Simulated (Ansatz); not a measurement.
Cell and atoms are relaxed with the symmetry kept. Start:

```cif
data_structure
_symmetry_space_group_name_H-M 'P 1'
_symmetry_Int_Tables_number 1
_cell_length_a 4.1954
_cell_length_b 4.1954
_cell_length_c 4.1954
_cell_angle_alpha 126.161
_cell_angle_beta 126.161
_cell_angle_gamma 79.624
_cell_volume 46.51
loop_
_atom_site_label
_atom_site_type_symbol
_atom_site_fract_x
_atom_site_fract_y
_atom_site_fract_z
_atom_site_occupancy
Ca1 Ca 0.00000 0.00000 0.00000 1
F1 F 0.75000 0.25000 0.50000 1
F2 F 0.25000 0.75000 0.50000 1
F3 F 0.50000 0.50000 0.00000 1
```

All numbers below come from Ansatz 0.2.0, DFT r2SCAN, scalar-relativistic, plane waves, PAW.

Cutoff 500 eV; k points 16×16×16 on the computed 4-atom cell (Γ-centred); Gaussian smearing, width 0.10 eV; collinear spin from starting moments 0 0.21 0.21 0.7 μB.

What does it relax to?

The volume decreases by 0.38 Å³/atom to 11.24 Å³/atom, and the energy falls by 7.7 meV/atom. The cell ends with a moment of 1.00 μB (only this magnetic start was tried). Final structure:
```
CELL_PARAMETERS angstrom
-1.90778 1.90778 3.08897
1.90778 -1.90778 3.08897
1.90778 1.90778 -3.08897
ATOMIC_POSITIONS crystal
Ca 0.00000 0.00000 0.00000
F 0.75000 0.25000 0.50000
F 0.25000 0.75000 0.50000
F 0.50000 0.50000 0.00000
```

The state reached may not be the lowest one.